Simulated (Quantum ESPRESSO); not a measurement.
```
HgO
1.0
    3.65115     0.00000     0.00000
   -1.82557     3.16199     0.00000
    0.00000     0.00000     8.82903
O Hg
3 3
Cartesian
  1.00613   1.74267   0.00000
  1.63889   0.00000   2.94301
 -0.81944   1.41932   5.88602
  0.42596   0.73778   4.41452
  2.79923   0.00000   7.35753
 -1.39961   2.42420   1.47151
```

Cell and atoms were relaxed with PBE+D3(BJ) from Materials Project entry mp-7826, within its symmetry.

**Question.** What does PBEsol (Quantum ESPRESSO, PseudoDojo norm-conserving, 84 Ry, with spin-orbit coupling) give for the electronic structure near the Fermi level?

**Answer.** The PBEsol gap is indirect, 1.31 eV, from 33 % of the way from A to L to 83 % of the way from K to Γ; the smallest direct gap is 1.49 eV. Another valence and conduction extremum on the path lies within 0.02 eV, too close to call. 

The structure is a Materials Project entry; no match was found in the copy of COD used, and its stability was not checked.
